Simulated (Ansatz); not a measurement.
Values for one crystal, relaxed and computed with the program Ansatz at the PBE level (PAW); other levels are named.

| Property | Value |
|---|---|
| Volume per atom | 24.11 Å³ |
| Band gap | 1.42 eV (smallest direct gap 1.43 eV) |
| Electron effective mass | 0.59, 0.89, 0.96 mₑ (principal values) |
| Formation energy from the elements (no fitted shifts) | -0.68 eV/atom |
| Valence-band maximum | at K |
| Hole effective mass | 0.63, 0.63, 7.0 mₑ (principal values) |
| Conduction-band minimum | on the K–Γ line, 46 % of the way from K (6 equivalent valleys) |

Task: Pick the material that matches.
A) MoSe2, P6_3/mmc (Mo on 2c, Se on 4f)
B) Li2Se, anti-fluorite
C) MoS2, R3m (Mo on 3a, S on 3a, S on 3a)
D) PtSe2, CdI2 type

Result: A, MoSe2, P6_3/mmc (Mo on 2c, Se on 4f)

The cell was relaxed with PBE under the symmetry of its start. No spin polarisation was allowed. The volume lies over 15 % above that of the usual cell of this phase: another minimum, or an error of the functional. A crystal of weakly bound layers computed without a dispersion correction: the cell and the soft elastic constants depend strongly on that. The references are the lowest solids computed at this level, not always the standard phases. Spin–orbit coupling is left out wherever it is not named.

Potentials: the later of the program's two PAW sets.
